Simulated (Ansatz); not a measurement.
Relaxed-ion elastic tensor of AlV2C in space group P6_3/mmc (No. 194; Al on 2c, V on 4f, C on 2a) in GPa (Voigt order), the program Ansatz at the PBEsol level (PAW); density 5.01 g/cm³, 11.68 Å³ per atom.

```
 356  82.9   109   0.0   0.0   0.0
82.9   356   109   0.0   0.0   0.0
 109   109   340   0.0   0.0   0.0
 0.0   0.0   0.0   159   0.0   0.0
 0.0   0.0   0.0   0.0   159   0.0
 0.0   0.0   0.0   0.0   0.0   137
```

Q: Is the crystal mechanically stable?

A: Yes: the smallest eigenvalue of C is 137 GPa.

Q: Work out the Voigt, Reuss and Hill averages.

A: K_V = 184, K_R = 184, K_H = 184; G_V = 141, G_R = 139, G_H = 140 GPa.

Q: Give Young's modulus, Poisson's ratio, Pugh's ratio and the universal anisotropy index.

A: E = 9KG/(3K + G) = 335 GPa; ν = 0.20; K/G = 1.31 (brittle by the Pugh limit of 1.75); A_U = 5G_V/G_R + K_V/K_R − 6 = 0.08.

Q: Estimate the sound speeds and the Debye temperature.

A: v_l = √((K + 4G/3)/ρ) = 8600 m/s, v_t = √(G/ρ) = 5290 m/s, mean 5840 m/s; Θ = (h/k)(3n/4πV)^(1/3) v_m = 766 K.

Q: How much does each axis shrink under pressure?

A: Linear compressibilities β_i = Σ_j S_ij (j = 1 to 3): x 1.8, y 1.8, z 1.8 per TPa.

The PBEsol relaxation kept the symmetry of its start; of distortions, only those at the zone centre were tested. No spin polarisation was allowed. As this level gives no gap, shear constants depend on the k-mesh and smearing (Fermi–Dirac, 0.1 eV here).

Potentials: the earlier of the program's two PAW sets.
